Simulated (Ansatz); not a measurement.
KCl (rock salt)

```xyz
2
Lattice="0.0000 3.1462 3.1462 3.1462 0.0000 3.1462 3.1462 3.1462 0.0000" Properties=species:S:1:pos:R:3 pbc="T T T"
Cl     0.0000     0.0000     0.0000
K      3.1462     3.1462     3.1462
```

The slice is a {111} plane (indices of the conventional cell) through the point (0.500, 0.500, 0.500) (fractional), spanned by u = [100] and v = [-1 2 0] in vectors of this cell: u (4.45 Å) and v (7.71 Å, at 90° to u). It covers one period; positions are fractions (u, v).

Computed with r2SCAN (plane waves to 500 eV, PAW, scalar-relativistic; Ansatz, an electronic-structure program). k mesh 9×9×9. Near the nuclei the fields are pseudised (PAW); where an atom keeps semicore shells as valence, they peak there. KCl was relaxed with its symmetry unable to fall.

Q: Sketch the valence electron density on this plane as a map.

A: 
| v \ u | 0.00 | 0.14 | 0.29 | 0.43 | 0.57 | 0.71 | 0.86 |
|---|---|---|---|---|---|---|---|
| 0.88 | -0.3 | -0.7 | -1.5 | -1.6 | -1.6 | -1.5 | -0.7 |
| 0.75 | -1.6 | -1.7 | -1.8 | -1.7 | -1.7 | -1.8 | -1.7 |
| 0.62 | -1.6 | -1.6 | -1.2 | -0.4 | -0.4 | -1.2 | -1.6 |
| 0.50 | -1.8 | -1.6 | -0.3 | 0.6 | 0.6 | -0.3 | -1.6 |
| 0.38 | -1.6 | -1.6 | -1.2 | -0.4 | -0.4 | -1.2 | -1.6 |
| 0.25 | -1.6 | -1.7 | -1.8 | -1.7 | -1.7 | -1.8 | -1.7 |
| 0.12 | -0.3 | -0.7 | -1.5 | -1.6 | -1.6 | -1.5 | -0.7 |
| 0.00 | 0.6 | 0.3 | -1.0 | -1.8 | -1.8 | -1.0 | 0.3 |

Values: log₁₀ of the valence density in e/Å³. The scale is logarithmic, as a density can span decades between atoms and voids.
